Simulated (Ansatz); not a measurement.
Ag (fcc, Cu type)

```
Ag
1.0
    0.00000     2.02717     2.02717
    2.02717     0.00000     2.02717
    2.02717     2.02717     0.00000
Ag
1
Direct
  0.00000   0.00000   0.00000
```

Grid over V/V₀ and (c/a)/(c/a)₀, subscript 0 meaning the relaxed cell; the conventional c axis lies along z; no internal relaxation.

Calculation: PBEsol (plane waves to 420 eV, PAW, scalar-relativistic; Ansatz, a quantum-chemistry and plane-wave program). k mesh 20×20×20 (Γ-centred), Fermi-Dirac smearing 0.05 eV. E stands for the smeared free energy. With partly filled bands, the response to shear is sensitive to the k mesh, so small differences along c/a are uncertain. Ag was relaxed with its symmetry unable to fall. The zero of ΔE is the relaxed starting cell.

Task: What ΔE (eV/atom) does the calculation give at all points of the grid V/V₀ = 0.920, 0.947, 0.973, 1.000, 1.027, 1.053, 1.080 by (c/a)/(c/a)₀ = 0.880, 0.920, 0.960, 1.000, 1.040, 1.080, 1.120?

Result: ΔE (eV/atom), with V/V₀ across and (c/a)/(c/a)₀ down:

```tsv
(c/a)/(c/a)₀ \ V/V₀	0.920	0.947	0.973	1.000	1.027	1.053	1.080
0.880	0.068	0.039	0.023	0.017	0.020	0.031	0.047
0.920	0.058	0.029	0.014	0.009	0.012	0.023	0.041
0.960	0.050	0.022	0.007	0.002	0.006	0.018	0.035
1.000	0.048	0.020	0.005	0.000	0.004	0.016	0.033
1.040	0.051	0.023	0.007	0.003	0.007	0.018	0.036
1.080	0.060	0.032	0.016	0.010	0.014	0.025	0.042
1.120	0.077	0.047	0.030	0.024	0.027	0.037	0.053
```

(Under strain, the slope of the energy per volume gives the stress and its curvature an elastic modulus.)
